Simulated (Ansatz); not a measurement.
MnZn$_{3}$: pressure against volume

MnZn$_{3}$, Pm-3m, a = 3.726 Å. The structure is a COD entry; whether it is the stable form wasn't checked. Ansatz: PBEsol, PAW, 420 eV, Γ-centred 12×12×12 mesh on 4 atoms, Gaussian smearing 0.10 eV; collinear spin, largest moment 2.5 μB. Symmetry fixes shape and atoms, so the cell is only scaled; pressure is positive in compression.

| V (Å³/atom) | P (GPa) |
| --- | --- |
| 11.376 | ? |
| 11.764 | 12.87 |
| 12.151 | 7.78 |
| 12.539 | 3.53 |
| 12.927 | -0.02 |
| 13.315 | -2.87 |
| 13.703 | -5.19 |
| 14.220 | -7.77 |

Q: Take V0 = 12.927 Å³/atom, count pressures from its P0 = -0.02 GPa, fit the third-order Birch–Murnaghan form to the other rows, and predict the missing pressure.

A: With the Eulerian strain f = ½[(V0/V)^(2/3) − 1] and y = (P − P0)/[3f(1 + 2f)^(5/2)], the form is the line y = B0 + 1.5 B0 (B0′ − 4) f. Rows (f, y): 0.03243, 113.2; 0.02107, 111.3; 0.01026, 109.6; -0.00976, 102.3; -0.01906, 99.6; -0.03079, 98.4. Means f = 0.0006917, y = 105.73; Σ(Δf)² = 0.003005, ΣΔfΔy = 0.7753; the slope is their ratio. y = 105.6 + 258.0 f GPa, so B0 = 105.6 GPa and B0′ = 4 + 2 × (258.0)/(3 × 105.6) = 5.63. At V = 11.376, f = 0.04447, y = 117.07 and P = 19.31 GPa. The run gave 19.44 GPa, so the fit is 0.13 GPa too low, a small miss on the scale of the series. Note that the largest moment runs from 1.72 to 3.03 μB along the series.

The largest moment runs from 1.72 to 3.03 μB along the series, so B0 and B0′ hold the change of the moment too.

Only parallel moments were tried here.

Cost: 8 runs of about 3.8 core-minutes in all, on Arm Neoverse V2 (shared hosts).